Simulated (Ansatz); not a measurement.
A geometry of Rb away from equilibrium: step 2 of the relaxation of a generated cell, Rb placed in the AFLOW prototype A_oP8_62_2c (A_c). Calculation: r2SCAN (plane waves to 500 eV, PAW, scalar-relativistic; Ansatz, a program for electronic structure). Γ-centred k-mesh 3×4×4 on the run's cell (coarser than for final values), Fermi–Dirac smearing 0.05 eV.

```
Rb
1.0
   10.96261     0.00000     0.00000
    0.00000     7.85951     0.00000
    0.00000     0.00000     8.10310
Rb
8
Direct
  0.46957   0.25000   0.28854
  0.96957   0.25000   0.21146
  0.53043   0.75000   0.71146
  0.03043   0.75000   0.78854
  0.18891   0.25000   0.66768
  0.68891   0.25000   0.83232
  0.81109   0.75000   0.33232
  0.31109   0.75000   0.16768
```

Problem. What forces act on the atoms (eV/Å)?

Solution. 
| atom | Fx | Fy | Fz |
|---|---|---|---|
| Rb1 | 0.11 | 0.00 | -0.02 |
| Rb2 | 0.11 | 0.00 | 0.02 |
| Rb3 | -0.11 | 0.00 | 0.02 |
| Rb4 | -0.11 | 0.00 | -0.02 |
| Rb5 | 0.09 | 0.00 | 0.16 |
| Rb6 | 0.09 | 0.00 | -0.16 |
| Rb7 | -0.09 | 0.00 | -0.16 |
| Rb8 | -0.09 | 0.00 | 0.16 |

Problem. What is the pressure?

Solution. +0.3 GPa, compression positive.

No spin polarisation in the result.

The run could not lose the symmetry of its start, so the end can be a saddle point.

The end of the path is a generated cell of Rb: the first start was made by placing the elements on the sites of a structure type, and the end was not matched to a known phase here, so it may be hypothetical. Known forms of Rb include space group No. 229.
